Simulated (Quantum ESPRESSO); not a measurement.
One change at a time to AgCu3In3Ta

Calculated results; nothing here was measured. They come from Quantum ESPRESSO 7.5, a public plane-wave density functional program. Each row is one single-point run on a made-up periodic cell of eight metal atoms, with elements, volume, strain and displacements drawn at random and not relaxed, so a cell may be unstable or far from any real phase. There is no spin polarisation or spin-orbit coupling.

Settings: PBE unless stated; PseudoDojo standard norm-conserving files; Fermi-Dirac width 0.25 eV, which means electrons at about 2900 K; cutoff 1252 eV; 8 x 4 x 3 k mesh shifted half a step off Gamma. E is the free energy of the whole cell (internal energy minus TS), so a -TS column is already part of it. Stress is positive in tension, and the pressure P is minus a third of its trace.

Checks: one run of this series was repeated at a higher cutoff and on a denser mesh, which moved values by no more than 0.009 eV, 0.18 GPa and 0.015 eV/Å, and a second program with other atomic files agreed on it to 2 % rms in force and 0.5 GPa in pressure. Known limits: the copper pseudopotential is less sure than most, with forces differing by about three percent and pressure by about two GPa from a second method on plain copper; heavy elements are run without spin-orbit coupling, which real alloys of them have; a spin test at this wide smearing found no moment, but such smearing suppresses magnetism that the real alloy may have.

The lattice is face-centred cubic, and the cell vectors in Å are (0.039, -2.119, -2.040); (-6.270, -2.035, 0.032); (-2.122, 4.263, -6.106), a volume of 145.07 Å³ in run 1. The elements on sites 1 to 8 are In Cu Cu In Ta In Cu Ag. Each later run makes one change to run 1 and keeps the rest. E is counted from run 1, and is n/a where other atomic files have another zero of energy.

| run | change | V (Å³) | P (GPa) | -TS (eV) | rms force (eV/Å) | largest change of a force component (eV/Å) | E (eV) |
|---|---|---|---|---|---|---|---|
| 1 | none | 145.07 | 0.23 | -0.883 | 0.517 | 0.000 | 0.000 |
| 2 | sites 7 and 8 exchanged | 145.07 | 0.99 | -0.888 | 0.618 | 0.695 | 0.211 |
| 3 | all lengths scaled by -1.52 % | 138.56 | 4.79 | -0.853 | 0.562 | 0.190 | 0.098 |
| 4 | PBEsol in place of PBE | 145.07 | -4.79 | -0.886 | 0.501 | 0.065 | n/a |
| 5 | Al on site 8 | 145.07 | -0.76 | -0.816 | 0.530 | 0.734 | n/a |
| 6 | site 5 moved by -0.11 Å along z | 145.07 | 0.28 | -0.881 | 0.500 | 0.515 | ? |

## Worked estimate

Along the move dE = -F dx. The force on site 5 along z is -0.266 eV/Å in run 1 and 0.250 eV/Å in run 6, and the move is -0.11 Å, so the mean force times the move gives an estimate.

## Withheld value

Question: what E should run 6 give?

The estimate is -0.001 eV. The calculation gave -0.001 eV.
